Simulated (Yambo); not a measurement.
Material: SiC (zinc blende, space group F-43m, No. 216); a = b = c = 3.0809 Å, α = β = γ = 60.00° (2 atoms in the cell). Cell and atoms were relaxed with PBEsol from Materials Project entry mp-8062, within its symmetry.

With PBEsol (Quantum ESPRESSO, PseudoDojo norm-conserving, 82 Ry, no spin-orbit coupling), the gap between the mesh's edge points (Γ → X) is 1.240 eV.

Question: Estimate the G0W0 gap between the same points from Yambo (6×6×6 Γ-centred k mesh, 76 bands and a 14 Ry block in the screening, 76 bands in G with the Bruneval-Gonze terminator, plasmon pole fitted at 27.2 eV).

Answer: The correction is 0.943 eV, giving 2.183 eV, 1.8 times the PBEsol value.  Nearest settings tried, and what they do to the gap: 47 bands in W, 47 bands in G: -15 meV; 11 Ry block (89 vectors against 169): -63 meV; 4×4×4 mesh: -18 meV. So the settings aren't converged at that level.
